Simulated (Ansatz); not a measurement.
## Hf: from a starting cell to a relaxed one

The start is a generated trial cell of Hf in the simple-cubic structure type. The cell and all atomic positions are relaxed at zero pressure with r2SCAN (plane waves to 500 eV, PAW, scalar-relativistic; Ansatz, a first-principles code). The first steps use a coarse 11×11×11 k-mesh.

Initial structure:
```yaml
crystal:
  lattice:
    - [2.92949, 0.00000, 0.00000]
    - [0.00000, 2.92949, 0.00000]
    - [0.00000, 0.00000, 2.92949]
  atoms:
    - { symbol: Hf, position: [0.00000, 0.00000, 0.00000] }
```

- Initial pressure = -2.1 GPa (negative: the cell is under tension)
- Outcome = The space group stays Pm-3m (No. 221) (the run could not lower it); the end is simple cubic type, with 1 atom in the primitive cell
- Energy released = 0.01 eV/atom
- Volume change = -3.5 %, from 25.14 to 24.25 Å³/atom
- Shortest distances (start → end) = The closest pairs of elements (up to four, under 3.6 Å), start → end: Hf–Hf 2.93 → 2.89 Å
- Band gap at the end = zero (metallic)
- Optimiser moves = 5

Final values are on a 16×16×16 k-mesh of the relaxed cell. No spin polarisation in the result.

The run could not lose the symmetry of its start: the end is stationary, and may be a saddle point rather than a minimum.

The relaxed structure here is a generated cell of Hf: the first start was made by placing the elements on the sites of a structure type, and the end was not matched to a known phase here, so it may be hypothetical. Known forms of Hf include space group No. 194.
